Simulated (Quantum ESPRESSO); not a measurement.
Empty bands for a GW run on AlP (wurtzite, space group P6_3mc, No. 186): 181 bands on a 6×6×2 mesh, PBEsol, PseudoDojo standard norm-conserving files, scalar-relativistic, Quantum ESPRESSO. The input, in which only the diagonalization keyword changes:

```
&CONTROL
  calculation = 'nscf'
  pseudo_dir = './pseudo'
  outdir = './out'
/
&SYSTEM
  ibrav = 0
  nat = 4
  ntyp = 2
  ecutwfc = 44.0
  ecutrho = 176.0
  occupations = 'fixed'
  force_symmorphic = .true.
  nbnd = 181
/
&ELECTRONS
  conv_thr = 4e-09
  diago_full_acc = .true.
  diago_thr_init = 1e-08
  diagonalization = 'david'
/
ATOMIC_SPECIES
Al 26.9815 Al.upf
P 30.9738 P.upf
CELL_PARAMETERS angstrom
  3.861221158735   0.000000000000   0.000000000000
 -1.930610579367   3.343915613094   0.000000000000
  0.000000000000   0.000000000000   6.335056645000
ATOMIC_POSITIONS crystal
Al   0.333333333000   0.666666667000   0.000046205400
Al   0.666666666333   0.333333333667   0.500046205400
P   0.333333333000   0.666666667000   0.374953794600
P   0.666666666333   0.333333333667   0.874953794600
K_POINTS automatic
6 6 2 0 0 0
```

```json
[
 {"diagonalization": "david", "mean iterations per k point": "20", "rough time": "1", "largest change of an eigenvalue (eV)": "–"},
 {"diagonalization": "cg", "mean iterations per k point": "44", "rough time": "about 3×", "largest change of an eigenvalue (eV)": "5e-07"},
 {"diagonalization": "paro", "mean iterations per k point": "17", "rough time": "within a factor of two", "largest change of an eigenvalue (eV)": "4e-08"}
]
```

An iteration means different work in each solver, so the counts don't rank them. Times are rough ratios from shared machines.

Geometry relaxed with PBEsol.
